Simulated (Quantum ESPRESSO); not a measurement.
pw.x input (Quantum ESPRESSO 7.5; PBEsol, PseudoDojo standard norm-conserving files, scalar-relativistic):

```
&CONTROL
  calculation = 'scf'
  pseudo_dir = './pseudo'
  outdir = './out'
  tprnfor = .true.
  tstress = .true.
/
&SYSTEM
  ibrav = 0
  nat = 8
  ntyp = 3
  ecutwfc = 84.0
  ecutrho = 336.0
  occupations = 'smearing'
  smearing = 'fd'
  degauss = 0.002
  nbnd = 56
/
&ELECTRONS
  conv_thr = 8e-10
/
ATOMIC_SPECIES
Mg 24.3050 Mg.upf
S 32.0600 S.upf
Zn 65.3800 Zn.upf
CELL_PARAMETERS angstrom
  6.312280000000   0.000000000000   0.000000000000
  0.000000000000   3.854470000000   0.000000000000
 -0.005269000000   0.000000000000   6.693218000000
ATOMIC_POSITIONS crystal
Mg   0.500400000000   0.000000000000   0.666500000000
S   0.113000000000   0.000000000000   0.665400000000
S   0.127100000000   0.500000000000   0.167400000000
S   0.630300000000   0.500000000000   0.843500000000
S   0.627700000000   0.000000000000   0.324100000000
Zn   0.499600000000   0.500000000000   0.166700000000
Zn   0.999300000000   0.500000000000   0.836500000000
Zn   0.998700000000   0.000000000000   0.329800000000
K_POINTS automatic
4 8 4 0 0 0
```

End of the output:

```

[...]
     the Fermi energy is     6.7414 ev
!    total energy              =   -1460.80599874 Ry
     estimated scf accuracy    <          6.5E-10 Ry
     smearing contrib. (-TS)   =      -0.00000000 Ry
     internal energy E=F+TS    =   -1460.80599874 Ry
     The total energy is F=E-TS. E is the sum of the following terms:
     one-electron contribution =   -1231.63980807 Ry
     hartree contribution      =     629.14956230 Ry
     xc contribution           =    -174.43229310 Ry
     ewald contribution        =    -683.88345987 Ry
     convergence has been achieved in  11 iterations
     Forces acting on atoms (cartesian axes, Ry/au):
     atom    1 type  1   force =    -0.00033997    0.00000000   -0.00016508
     atom    2 type  2   force =    -0.00447421    0.00000000   -0.00008649
     atom    3 type  2   force =    -0.00026597    0.00000000   -0.00040447
     atom    4 type  2   force =     0.00298928    0.00000000    0.00393847
     atom    5 type  2   force =     0.00103584    0.00000000   -0.00382847
     atom    6 type  3   force =     0.00030710    0.00000000    0.00024994
     atom    7 type  3   force =     0.00028292    0.00000000    0.00010664
     atom    8 type  3   force =     0.00046501    0.00000000    0.00018946
     Total force =     0.007815     Total SCF correction =     0.000100
     Computing stress (Cartesian axis) and pressure
          total   stress  (Ry/bohr**3)                   (kbar)     P=      -11.68
  -0.00008158   0.00000000   0.00000017          -12.00        0.00        0.02
   0.00000000  -0.00007837   0.00000000            0.00      -11.53        0.00
   0.00000017   0.00000000  -0.00007816            0.02        0.00      -11.50
```
In a gapped system the printed Fermi energy is only some level inside the gap.

Geometry of the Materials Project entry, not relaxed at this level.
